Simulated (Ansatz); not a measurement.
Quasiparticle levels of GaP (F-43m)

The calculation used Ansatz, G0W0@PBE, plasmon-pole screening, soft PAW set, first generation.

Input:

```yaml
crystal:
  lattice:
    - [0.0, 2.7255, 2.7255]
    - [2.7255, 0.0, 2.7255]
    - [2.7255, 2.7255, 0.0]
  atoms:
    - { symbol: Ga, position: [0, 0, 0] }
    - { symbol: P, position: [0.25, 0.25, 0.25] }
kpoints:
  mp_grid: { grid: [8, 8, 8], shift: [0, 0, 0] }
hamiltonian:
  xc: pbe
  pseudopotentials: { kind: paw }
scf:
  occupations: { method: fixed }
  convergence: { dr2_threshold: "1e-9 eV" }
  lower_state_search: "off"
output:
  forces: false
  stress: false
gw:
  n_empty_bands: 195
  ecut_chi: 113.3
  qp_bands: [v1, c1]
  qp_kpoints: [[0, 0, 0], [0, 0.5, 0.5], [0, 0, 0.5]]
  ecutfock_ratio: 2
```

The input is rewritten from the run's settings (development build, wave cutoff 420 eV).

Linearised quasiparticle energies, zero at the top filled Kohn-Sham level among these points. VB is the top filled band, CB the lowest empty one. The wave cutoff came out at 420 eV.

```tsv
k	band	ε_KS (eV)	Σx − Vxc (eV)	Σc (eV)	Z	ε_QP (eV)
Γ	VB	0.00	-1.66	0.95	0.78	-0.55
Γ	CB	1.83	4.34	-3.95	0.79	2.14
L	VB	-1.12	-2.13	1.34	0.78	-1.73
L	CB	1.67	4.05	-3.79	0.80	1.88
X	VB	-2.68	-2.80	1.88	0.77	-3.39
X	CB	1.66	3.65	-3.78	0.81	1.55
```

The gap (from Γ to X) opens from 1.66 eV to 2.10 eV.

Electronic (ion-clamped) dielectric constant on this mesh, from the head of the inverse dielectric matrix: 10.5.

Soft PAW datasets can miss an all-electron G0W0 gap by more than 5 %. Spin-orbit coupling is left out. Band sums or response are cut, so the gap isn't at its basis limit. Filled d shells converge slowest, and with PAW files the limit can differ from the all-electron one by tenths of an eV. The gap is read among the points solved; the crystal's band edges can lie elsewhere. Meshes this coarse can overestimate the dielectric constant by a tenth and more.
